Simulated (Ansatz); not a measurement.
K3Ir, a known structure type with other elements, at an estimated volume

```
Ir K
1.0
     2.79799    4.84626    0.00000
    -2.79799    4.84626    0.00000
     0.00000    0.00000    9.88220
Ir K
2 6
Cartesian
  -0.0003 3.2310 2.4706
  -0.0003 6.4615 7.4117
  -0.0003 3.2310 5.7643
  -0.0003 6.4615 0.8232
  -0.0003 3.2310 9.0590
  0.0000 6.4620 4.1179
  0.0000 0.0000 2.4706
  0.0000 0.0000 7.4117
```

The numbers come from plane-wave PAW DFT (Ansatz): PBEsol, non-collinear spin, 420 eV, 7×7×4 Γ-centred k points, fermi-dirac occupations (width 0.1 eV). Nothing was relaxed.

The state carries no moments; the state need not be the lowest.

- Formation energy: 0.78 eV an atom against the elements' usual phases (free molecules for gases, crystals otherwise, with no correction for O₂ or N₂), so at this geometry it isn't bound against them. Relaxing would lower it.
- At the Fermi level: It is a metal on this mesh, though the bands barely overlap, with about 4.1 states/eV a cell as the mean within 0.25 eV of the Fermi level, mostly Ir d (66 %) and K s (26 %).
- Contacts: Ir–K at 3.23 Å: least valence density 0.11 e/Å³ and ELF 0.07 there. K–K at 3.29 Å: least valence density 0.04 e/Å³ and ELF 0.02 there. Both are smooth PAW fields, read partly inside the augmentation spheres.
- Charges: Bader charges in e: K +0.61, Ir -1.82. In the mean K gives up most and Ir takes most.
- Forces: The largest is on K5 (and as large on other atoms): 0.14 eV/Å, components (0.00, 0.00, 0.14). It makes 0° with the line to a nearest neighbour, Ir1 at 3.29 Å, pointing towards it.

Origin: a known structure type with other elements, at an estimated volume, so it need not be a known compound.
